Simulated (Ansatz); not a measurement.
Consider the following.

CeO2:
```cif
data_Ce4O8
_chemical_formula_sum 'Ce4 O8'
_space_group_name_H-M_alt 'Fm-3m'
_space_group_IT_number 225
_space_group_name_Hall '-F 4 2 3'
_cell_length_a 5.43787
_cell_length_b 5.43787
_cell_length_c 5.43787
_cell_angle_alpha 90.000
_cell_angle_beta 90.000
_cell_angle_gamma 90.000
loop_
_atom_site_label
_atom_site_type_symbol
_atom_site_symmetry_multiplicity
_atom_site_Wyckoff_symbol
_atom_site_fract_x
_atom_site_fract_y
_atom_site_fract_z
_atom_site_occupancy
Ce1 Ce 4 a 0.00000 0.00000 0.00000 1
O1 O 8 c 0.25000 0.25000 0.25000 1
```
(The calculation used a cell of 3 atoms; values per cell refer to that cell.)

This is the r²SCAN-relaxed structure.

### Question
All from the program Ansatz at the r²SCAN level (PAW), unless another level is named. Predict the Bader charges.

### Answer
Ce +2.39, O -1.20 e.

### Question
Predict the electronic dielectric constant ε∞ (DFPT).

### Answer
7.03.

### Question
And the static dielectric constant ε0 (ions relaxed, cell fixed)?

### Answer
28.5.

### Question
Predict the Born charges (a third of the trace).

### Answer
Ce +5.73, O -2.87 e.

Symmetry was held in the r²SCAN relaxation. The run is not spin-polarised. The 4f shell is in the valence. No Hubbard U is applied. Spin–orbit coupling is left out wherever it is not named.

Potentials: the earlier of the program's two PAW sets. The files were generated under PBE; for other functionals the program regenerates the frozen cores, and for LDA and PBEsol the local potential too.
